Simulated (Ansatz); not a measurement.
Sheets of one type (polar puckered (GeS)-type), the program Ansatz at the PBE level (PAW); HSE06 gaps on those cells.

| layer | a (Å) | thickness (Å) | gap (eV) | IP (eV) |
|---|---|---|---|---|
| As | 3.678 | 2.39 | 0.84 | 4.65 |
| Sb | ? | ? | ? | ? |
| Bi | 4.578 | 3.50 | 0.07 | 3.69 |

Task: What belongs in the gaps?

Result: 
- Sb, a (Å): 4.374
- Sb, thickness (Å): 3.18
- Sb, gap (eV): 0.10
- Sb, IP (eV): 3.79

All cells were relaxed under the symmetry of their starts (and spin orders); stability against distortions was not tested throughout. Scalar-relativistic: spin–orbit coupling is off unless named, which matters more the heavier the elements. Constructed layers (a layer type filled with these elements): As, polar puckered (GeS)-type layer; Sb, polar puckered (GeS)-type layer; Bi, polar puckered (GeS)-type layer.

Potentials: the later of the program's two PAW sets.
